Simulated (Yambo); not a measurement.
## Convergence of the G0W0 gap of K₂PdCl₄

G0W0@PBEsol for K$_{2}$PdCl$_{4}$ (space group P4/mmm, No. 123) in Yambo. Reference settings: 2×2×4 Γ-centred k mesh, bands 5 to 217 and a 6 Ry block in the screening, 217 bands in G with the Bruneval-Gonze terminator, plasmon pole fitted at 27.2 eV. The PBEsol gap A → M on this mesh is 1.40 eV; G0W0 gaps are taken between the same points.

| change from the reference | G0W0 gap A → M (eV) | shift of the valence edge (eV) |
|---|---|---|
| reference settings | 3.75 | -1.07 |
| 143 bands in G | 3.76 | -1.05 |
| 1 Ry block | 4.53 | -1.57 |
| 5 Ry block | 3.76 | -1.05 |
| pole fitted at 40 eV | 3.79 | -1.11 |
| 87 bands in G, no terminator | 3.79 | -0.46 |
| 143 bands in G, no terminator | 3.78 | -0.67 |

The reference isn't shown to be the converged limit.

Spin-orbit splittings are left out.

Geometry of the Materials Project entry, not relaxed at this level; primitive cell a = b = 7.0576 Å, c = 4.0964 Å, α = β = γ = 90.00°.

A shift is the quasiparticle energy of the state minus its PBEsol energy.
